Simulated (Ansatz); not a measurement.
## Ca$_{3}$PbO (Pm-3m), trigonal deformation path

Theory: Ansatz 0.2.0, DFT PBEsol, scalar-relativistic, plane waves, PAW. Cutoff 420 eV, Γ-centred 12×12×12 k-points, Gaussian smearing of 0.15 eV. Spin–orbit coupling is left out, which can shift energies with elements as heavy as these. No spin polarisation. Energies are free energies at this smearing, counted from the undisturbed cell; pressure is positive in compression.

The undisturbed cell (as given, not relaxed at this level; it stands at -1.6 GPa, and it needn't be the usual structure):

```
Ca Pb O
1.0
     4.84700    0.00000    0.00000
     0.00000    4.84700    0.00000
     0.00000    0.00000    4.84700
Ca Pb O
3 1 1
Cartesian
  0.0000 2.4235 2.4235
  2.4235 0.0000 2.4235
  2.4235 2.4235 0.0000
  0.0000 0.0000 0.0000
  2.4235 2.4235 2.4235
```

At fixed volume and fractional coordinates, lengths along (0.577, 0.577, 0.577) are scaled against those across it; ρ is that ratio over its starting value. The cell is metallic on the mesh throughout.

ρ, ΔE (meV/atom) and a bar:
```
    0.500     1058.5 ###############
    0.600      847.7 ############
    0.710      484.3 #######
    0.850      121.3 ##
    0.930       24.7
    1.000        0.0
    1.080       28.1
    1.200      156.4 ##
    1.410      543.0 ########
    1.700     1276.6 ##################
    2.000     2152.8 ##############################
```